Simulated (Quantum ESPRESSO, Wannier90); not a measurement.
## Wannier functions of Zn$_{2}$SeS (R3m)

```
Zn2SeS
1.0
   -1.95375     3.38399     0.00000
   -3.90750     0.00000     0.00000
   -1.95375     1.12800     6.38365
Zn Se S
2 1 1
Direct
  0.99626   0.99626   0.01121
  0.50363   0.50363   0.48911
  0.37548   0.37548   0.87356
  0.87465   0.87465   0.37604
```

Cell from Materials Project (mp-1215446), symmetrised, no further relaxation. Not found in the COD (Crystallography Open Database) copy used; not checked further. Level: PBEsol, spinors with spin-orbit coupling; pw.x of Quantum ESPRESSO at 69 Ry with PseudoDojo potentials, 4×4×4 k-points, Wannier90. Density: 10×10×10 mesh, cold smearing 0.01 Ry.

Base run: 32 functions from bands 27-30,51-106 of the 106 computed, start hydrogen-like Zn: s;p; Se: s;p; S: s;p, centres 0.05 Å off the atoms, frozen window up to 2.76 eV relative to the valence-band maximum, outer window open. Bands 31–50 (Zn 3d 93 %) lie between the kept ones and are excluded. One thing is changed at a time; window edges are relative to the valence-band maximum. The misfit compares interpolated bands with pw.x on a high-symmetry path, for states up to 2.3 eV relative to the valence-band maximum. Converged means that the tolerances were met: symmetric starts can stop on a saddle, which shows as a larger Ω_OD at equal Ω_I and can move the misfit too.

Task: Which of these settings interpolates worst among those that finish?
A. outer window to 16.05 eV
B. frozen window to 3.76 eV
C. base

Result: B, frozen window to 3.76 eV. The whole sweep:

```json
[
 {"setting": "base", "functions": "32", "frozen to (eV)": "2.76", "Ω_I (Å²)": "48.52", "Ω_D (Å²)": "0.06", "Ω_OD (Å²)": "6.52", "rms misfit (meV)": "17", "worst (meV)": "103", "ended": "converged"},
 {"setting": "frozen window to 3.76 eV", "functions": "32", "frozen to (eV)": "3.76", "Ω_I (Å²)": "52.30", "Ω_D (Å²)": "0.13", "Ω_OD (Å²)": "6.81", "rms misfit (meV)": "39", "worst (meV)": "193", "ended": "converged"},
 {"setting": "outer window to 10.05 eV", "functions": "32", "frozen to (eV)": "2.76", "Ω_I (Å²)": "–", "Ω_D (Å²)": "–", "Ω_OD (Å²)": "–", "rms misfit (meV)": "–", "worst (meV)": "–", "ended": "stops: too few bands in the window"},
 {"setting": "outer window to 16.05 eV", "functions": "32", "frozen to (eV)": "2.76", "Ω_I (Å²)": "53.25", "Ω_D (Å²)": "0.13", "Ω_OD (Å²)": "7.62", "rms misfit (meV)": "19", "worst (meV)": "106", "ended": "converged"}
]
```
